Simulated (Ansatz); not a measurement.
**YSF: pressure and gap against volume**

A database entry relaxed whole under r2SCAN (P6_3/mmc):

```yaml
crystal:
  lattice:
    - [4.04004, 0.00000, 0.00000]
    - [-2.02002, 3.49878, 0.00000]
    - [0.00000, 0.00000, 16.77956]
  atoms:
    - { symbol: Y, position: [0.00000, 0.00000, 0.00000] }
    - { symbol: Y, position: [0.00000, 0.00000, 0.50000] }
    - { symbol: Y, position: [0.33333, 0.66667, 0.25000] }
    - { symbol: Y, position: [0.66667, 0.33333, 0.75000] }
    - { symbol: S, position: [0.33333, 0.66667, 0.08610] }
    - { symbol: S, position: [0.66667, 0.33333, 0.58610] }
    - { symbol: S, position: [0.33333, 0.66667, 0.41390] }
    - { symbol: S, position: [0.66667, 0.33333, 0.91390] }
    - { symbol: F, position: [0.00000, 0.00000, 0.25000] }
    - { symbol: F, position: [0.00000, 0.00000, 0.75000] }
    - { symbol: F, position: [0.33333, 0.66667, 0.75000] }
    - { symbol: F, position: [0.66667, 0.33333, 0.25000] }
```

The cell was scaled uniformly, its shape held, and the atoms relaxed at each volume with plane-wave PAW DFT (Ansatz 0.2.0; r2SCAN, 500 eV, 12×12×2 Γ-centred mesh, fermi-dirac occupations of width 0.020 eV; no spin, no spin-orbit coupling). One row is withheld.

| volume (Å³/atom) | energy over the lowest (meV/atom) | pressure (GPa) | gap over mesh and path (eV) |
| --- | --- | --- | --- |
| 18.579 | 22.7 | 6.44 | 2.912 |
| 18.975 | 9.7 | 4.07 | 2.936 |
| 19.370 | 2.4 | 1.94 | 2.957 |
| 19.765 | 0.0 | 0.02 | 2.975 |
| 20.160 | ? | ? | ? |
| 20.556 | 8.3 | -3.27 | 3.005 |
| 20.951 | 18.2 | -4.68 | 3.016 |

Fit the pressures of the other rows to the third-order Birch-Murnaghan form.

With f = [(V₀/V)^(2/3) − 1]/2 and P = 3B₀f(1 + 2f)^(5/2)[1 + 3(B₀′ − 4)f/2], least squares gives V₀ = 19.77 Å³ an atom, B₀ = 91 GPa and B₀′ = 4.2; the rows miss the fit by less than 0.01 GPa. The slope of the energies differs from these pressures by less than 0.05 GPa.

How does the gap move with volume?

A parabola in ln(V/V₀) through the other rows has the slope dE_g/d ln V = +0.9 eV at V₀, so by B₀ the gap moves by -9 meV a GPa at this fixed shape: it narrows under pressure.

What does the withheld row hold?

The fit gives -1.71 GPa at 20.160 Å³; the run gave -1.71 GPa and 2.1 meV an atom. Its gap is 2.991 eV, against 2.991 eV from the parabola.

Caveats: the shape of the cell was held, so B₀ is an upper bound where the axes differ in stiffness; 0 K, fixed nuclei; the symmetry was kept, and this need not be the phase that is stable at 0 K; one mesh for all volumes; r2SCAN gaps lie as a rule under measured ones; the slope of the gap can be off by tens of per cent, more where shallow d levels or spin-orbit coupling act on the edges; pressure is positive in compression.
